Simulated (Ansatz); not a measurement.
A: ZnSe (zinc blende), a = 5.7330 Å, b = 5.7330 Å, c = 5.7330 Å, α = 90.00°, β = 90.00°, γ = 90.00°
B: W (bcc, W type), a = 3.184 Å, b = 3.184 Å, c = 3.184 Å, α = 90.00°, β = 90.00°, γ = 90.00°
C: ZrO₂ (fluorite), a = b = c = 5.116 Å, α = β = γ = 90.00°

Scan: energy against volume (even scaling of the relaxed cell, symmetry kept). One method and one kind of scan serve all of them; meshes and ranges differ. All were relaxed with their symmetry unable to fall. Spin-orbit coupling is left out. This is a high-temperature form of ZrO2. W is run without spin polarisation. ZrO2 is run without spin polarisation.

Problem. Rank these by bulk modulus (fitted) (lowest first), as PBE (plane waves to 420 eV, PAW, scalar-relativistic; Ansatz, a program for electronic structure) gives it.

Solution. A (56.6 GPa), C (236 GPa), B (304 GPa)

(Under strain, the slope of the energy per volume gives the stress and its curvature an elastic modulus.)
